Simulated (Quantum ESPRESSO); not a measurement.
# In3HfO5N: convergence and cost over cutoff and k mesh

Computed values, not a measurement. The program is pw.x of Quantum ESPRESSO 7.5 (plane-wave density functional theory). The cell is made up: 10 atoms on a corundum lattice, with randomly drawn elements, strain and displacements, not relaxed. PseudoDojo standard norm-conserving files (v0.5 for PBE, v0.4.1 for LDA and PBEsol) set the functional; there is no spin polarisation, spin-orbit coupling or dispersion term, and the masses in the input are unused placeholders.

The hafnium pseudopotential is less sure than the others, with forces about 3 percent (worst 6) and pressure in oxides about 1.5 GPa (worst 2.7) from a second method in checks, which no rerun with the same files tests.

Input of the run in row 4:

```
&control calculation='scf', pseudo_dir='./dojo.nc.sr.pbe.v0_5.standard.upf', outdir='./o', disk_io='low', tprnfor=.true., tstress=.true. /
&system ibrav=0, nat=10, ntyp=4, nbnd=49, ecutwfc=84.00895049, nosym=.true., tot_charge=0,
 occupations='smearing', smearing='fd', degauss=0.0018374661
/
&electrons conv_thr=7.350e-09, electron_maxstep=60, /
ATOMIC_SPECIES
Hf 1.0 Hf.upf
In 1.0 In.upf
N 1.0 N.upf
O 1.0 O.upf
CELL_PARAMETERS angstrom
2.7717 1.6362 5.0012
-2.7337 1.6948 4.9605
0.0697 -3.2376 4.9502
ATOMIC_POSITIONS angstrom
In 0.0784 -0.1104 5.2152
In 0.0084 0.1865 2.4028
In 0.0161 0.0345 9.6838
Hf 0.0515 0.1663 12.7097
O -1.0765 1.7493 8.8759
O -0.7573 -1.6762 8.5048
O 1.9585 0.0286 8.6393
O 1.26 -1.7374 6.1756
O 0.9075 1.8654 6.1506
N -1.9956 -0.0484 6.2743
K_POINTS automatic
5 5 5 1 1 1
```

The same cell was run at these settings. Meshes are shifted by half a step, and differences are from the last row, which is itself not exact.

| cutoff (eV) | k mesh | k points solved | threshold (eV) | free energy less the last row's (eV) | pressure (GPa) | largest stress difference (GPa) | largest force difference (eV/Å) | iterations | wall time (s) | k-point pools | processor |
| --- | --- | --- | --- | --- | --- | --- | --- | --- | --- | --- | --- |
| 800 | 2 x 2 x 2 | 4 | 1e-04 | 0.935 | -5.49 | 8.92 | 0.062 | 11 | 12 | 4 | AMD EPYC, Zen 5 class |
| 1143 | 2 x 2 x 2 | 4 | 1e-07 | 0.019 | 3.11 | 0.31 | 0.056 | 15 | 20 | 4 | AMD EPYC, Zen 5 class |
| 625 | 5 x 5 x 5 | 63 | 1e-07 | 10.858 | -67.42 | 70.67 | 0.113 | 14 | 52 | 4 | AMD EPYC, Zen 5 class |
| 1143 | 5 x 5 x 5 | 63 | 1e-07 | 0.003 | 3.13 | 0.03 | 0.001 | 15 | 139 | 4 | AMD EPYC, Zen 5 class |
| 1437 | 7 x 7 x 7 | 172 | 1e-07 | 0.000 | 3.15 | 0.00 | 0.000 | 14 | 538 | 4 | AMD EPYC, Zen 5 class |

Each pool is one process. Wall times include start-up and a band step at six k points, which weighs most on the coarsest meshes. The runs were on shared virtual cores whose load varied, so times are rough.